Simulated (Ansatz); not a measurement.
Here is the system:

TiC:
```cif
data_C2Ti2
_chemical_formula_sum 'Ti2 C2'
_space_group_name_H-M_alt 'P63/mmc'
_space_group_IT_number 194
_space_group_name_Hall '-P 6c 2c'
_cell_length_a 3.58270
_cell_length_b 3.58270
_cell_length_c 4.24920
_cell_angle_alpha 90.000
_cell_angle_beta 90.000
_cell_angle_gamma 120.000
loop_
_atom_site_label
_atom_site_type_symbol
_atom_site_symmetry_multiplicity
_atom_site_Wyckoff_symbol
_atom_site_fract_x
_atom_site_fract_y
_atom_site_fract_z
_atom_site_occupancy
Ti1 Ti 2 c 0.33333 0.66667 0.25000 1
C1 C 2 d 0.66667 0.33333 0.25000 1
```

This is the PBEsol-relaxed structure.

Problem. All from DFT-PBEsol in the program Ansatz with PAW potentials, unless another level is named. Predict the electronic character.

Solution. metallic (no gap).

Problem. Predict the density of states at the Fermi level.

Solution. 0.11 states/eV per atom (mean over ±0.08 eV).

Problem. What about the formation energy from the elements (no fitted shifts)?

Solution. -0.61 eV/atom.

Space group P6_3/mmc. The start of the workflow was typed in or built on a structure type; neither database checked (COD, Materials Project) lists it. It is not the phase usual at ambient conditions (space group No. 225). The PBEsol relaxation kept the symmetry of its start; of distortions, only those at the zone centre were tested. No spin polarisation was allowed. The volume moved by -17 % from the start of the relaxation. The references are the lowest solids computed at this level, not always the standard phases.

Potentials: the later of the program's two PAW sets.
